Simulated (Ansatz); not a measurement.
ReS$_{2}$ (fluorite, Fm-3m) at seven volumes, PBE in the plane-wave PAW code Ansatz, scaled uniformly. One row is withheld.

| V (Å³/atom) | P (GPa) |
|---|---|
| 14.504 | 20.11 |
| 14.983 | 12.21 |
| 15.461 | 5.59 |
| 15.939 | 0.01 |
| 16.417 | ? |
| 16.895 | -8.75 |
| 17.373 | -12.14 |

### Question
Fit the shown pressures and predict the withheld one.

### Answer
P = (3/2)B₀(x^(7/2) − x^(5/2))[1 + (3/4)(B′ − 4)(x − 1)] with x = (V₀/V)^(2/3). Least squares on the six rows gives V₀ = 15.938 Å³/atom, B₀ = 172 GPa, B′ = 4.59. At V = 16.417, x = 0.9805 and P = -4.76 GPa. The run itself gave -4.72 GPa.

The cell is a constructed one: a structure type filled with these elements; neither database checked (COD, Materials Project) lists it. Its standing as an ambient phase is unchecked. Symmetry was held in the PBE relaxation; whether a distortion lowers the energy is not shown. No spin polarisation was allowed. Scalar-relativistic: spin–orbit coupling is off unless named, which matters more the heavier the elements.

Potentials: the later of the program's two PAW sets.
